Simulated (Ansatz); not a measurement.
The start is a relaxed ZnO cell, doubled along one cell vector, shaken by Gaussian noise of σ = 0.08 Å a coordinate. A full variable-cell relaxation at zero pressure is run with PBEsol (plane waves to 420 eV, PAW, scalar-relativistic; Ansatz, a quantum-chemistry and plane-wave program). The first steps use a coarse 4×8×5 k-mesh.

Input geometry:
```yaml
crystal:
  lattice:
    - [6.46150, 0.00000, 0.00000]
    - [-1.61537, 2.79791, 0.00000]
    - [0.00000, 0.00000, 5.21576]
  atoms:
    - { symbol: Zn, position: [0.32633, 0.31427, 0.99118] }
    - { symbol: Zn, position: [0.85160, 0.35447, 0.02260] }
    - { symbol: Zn, position: [0.18204, 0.70682, 0.53258] }
    - { symbol: Zn, position: [0.65366, 0.69392, 0.52698] }
    - { symbol: O, position: [0.33022, 0.29031, 0.62470] }
    - { symbol: O, position: [0.83505, 0.37138, 0.61936] }
    - { symbol: O, position: [0.20418, 0.70247, 0.12294] }
    - { symbol: O, position: [0.69920, 0.69542, 0.11300] }
```

Problem. What pressure does the first self-consistent step give?

Solution. +4.3 GPa (positive: the cell is compressed).

Problem. Does it find its way back to the structure it was made from?

Solution. The parent structure is recovered, P6₃mc (No. 186).

Problem. How do the shortest distances between atoms change?

Solution. The closest pairs of elements (up to four, under 3.6 Å), start → end: O–Zn 1.70 → 1.97 Å; Zn–Zn 2.93 → 3.21 Å; O–O 3.07 → 3.21 Å.

Problem. Is the relaxed structure metallic? Give its gap.

Solution. 0.70 eV, direct at Γ (no spin-orbit coupling).

It ends as:

Space group P6₃mc (No. 186); a = 3.2309 Å, b = 3.2309 Å, c = 5.2156 Å, α = 90.00°, β = 90.00°, γ = 120.00°

| atom | site | symmetry | x | y | z |
|---|---|---|---|---|---|
| Zn | 2b | 3m. | 0.6667 | 0.3333 | 0.0086 |
| O | 2b | 3m. | 0.3333 | 0.6667 | 0.1297 |

Final values are on a 12×12×7 k-mesh of the relaxed cell. No spin polarisation in the result.
